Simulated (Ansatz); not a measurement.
NbP in space group I4_1md (No. 109; Nb on 4a, P on 4a) at seven volumes, the program Ansatz at the PBE level (PAW), shape and atoms relaxed at each. One row is withheld.

```tsv
V (Å³/atom)	P (GPa)
14.562	21.37
15.042	?
15.522	6.05
16.002	0.00
16.482	-5.17
16.962	-9.59
17.442	-13.36
```

Q: Fit the shown pressures and predict the withheld one.

A: P = (3/2)B₀(x^(7/2) − x^(5/2))[1 + (3/4)(B′ − 4)(x − 1)] with x = (V₀/V)^(2/3). Least squares on the six rows gives V₀ = 16.002 Å³/atom, B₀ = 186 GPa, B′ = 4.20. At V = 15.042, x = 1.0421 and P = 13.11 GPa. The run itself gave 13.12 GPa.

The PBE relaxation kept the symmetry of its start. The run is not spin-polarised.

Potentials: the earlier of the program's two PAW sets.
